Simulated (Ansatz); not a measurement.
**SnCl₂O: a two-dimensional sheet**

The cell was found from a structure generator's guess, not taken from experiment.

Theory: DFT PBE+D3(BJ), scalar-relativistic, plane waves, PAW in Ansatz 0.2.0. Cutoff 420 eV; k points 8×8×1 on the computed 8-atom cell (Γ-centred); Gaussian smearing, width 0.02 eV; no spin polarisation.

Only a and b repeat, and vacuum parts the sheet from its images along c.

```
CELL_PARAMETERS angstrom
3.69610 0.00000 0.00000
0.00000 3.86615 0.00000
0.00000 0.00000 44.94191
ATOMIC_POSITIONS crystal
Sn 0.00000 0.02117 0.18792
Sn 0.00000 0.02117 0.34611
Cl 0.50000 0.02117 0.22743
Cl 0.50000 0.02117 0.14831
Cl 0.50000 0.02117 0.38571
Cl 0.50000 0.02117 0.30660
O 0.00000 0.52117 0.18822
O 0.00000 0.52117 0.34581
```

Formation energies are uncorrected and refer to the elements' standard structures at the same level (Cl₂, O₂ as molecules). The references include grey tin.

For SnCl₂O, the layer group is pmmm (No. 37) and the in-plane cell is a = 3.696 Å, b = 3.866 Å, γ = 90.0°. The area per atom is 1.79 Å² and the thickness between the outermost nuclei is 10.67 Å. The energy over the elements is −1.079 eV/atom, the band gap over mesh and path is 1.61 eV and the löwdin character of the top 1 eV of the valence band is O 2p 64 %, Cl 3p 34 %. The löwdin character of the lowest 1 eV of the conduction band is Sn 5s 46 %, Cl 3p 39 % and the bader charges (e) is Sn1 2.25, Sn2 2.25, Cl3 -0.53, Cl4 -0.53, Cl5 -0.53, Cl6 -0.53, O7 -1.19, O8 -1.19.

Levels along Γ–X–S–Y–Γ, in eV from a zero inside the gap, sorted by energy at each point. Points in fractions of the primitive reciprocal vectors: Γ (0.000 0.000 0.000), X (0.500 0.000 0.000), S (0.500 0.500 0.000), Y (0.000 0.500 0.000).
```csv
point,"k (1/Å, with 2π)",band 31,band 32,band 33,band 34,band 35,band 36,band 37
Γ,0.000,-1.69,-1.61,-1.20,-1.19,0.81,1.07,4.78
-,0.425,-1.47,-1.41,-1.33,-1.29,1.35,1.48,5.44
X,0.850,-1.51,-1.42,-1.27,-1.25,0.95,1.09,5.84
-,1.256,-1.37,-1.36,-1.07,-1.02,2.27,2.37,5.50
S,1.663,-1.53,-1.52,-0.98,-0.95,4.37,4.47,5.22
-,2.088,-1.13,-1.12,-1.10,-1.07,4.55,4.62,5.09
Y,2.513,-1.22,-1.22,-0.84,-0.81,4.05,4.08,4.13
-,2.919,-1.20,-1.19,-1.12,-1.07,2.16,2.34,4.44
Γ,3.325,-1.69,-1.61,-1.20,-1.19,0.81,1.07,4.78
```

The last run used an 8×8×1 mesh for its 8-atom cell and Gaussian smearing of 0.02 eV. Kohn–Sham gaps at this level usually fall short of measured ones.
